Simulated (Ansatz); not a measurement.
HfC (rock salt, Fm-3m) under volume change, PBEsol (plane waves, PAW; program Ansatz), scaled uniformly.

```tsv
V (Å³/atom)	E − E(relaxed) (meV/atom)	P (GPa)
11.121	89.4	28.17
11.487	37.7	17.33
11.854	9.0	8.01
12.220	0.0	0.00
12.587	8.1	-6.91
12.954	30.9	-12.86
13.320	66.4	-18.00
```

Question: What does a third-order Birch–Murnaghan fit give for V₀, B₀ and B′?

Answer: V₀ = 12.22 Å³/atom, B₀ = 248 GPa, B′ = 4.0.

The PBEsol relaxation kept the symmetry of its start; of distortions, only those at the zone centre were tested. No spin polarisation was allowed. Scalar-relativistic: spin–orbit coupling is off unless named, which matters more the heavier the elements.

Potentials: the later of the program's two PAW sets.
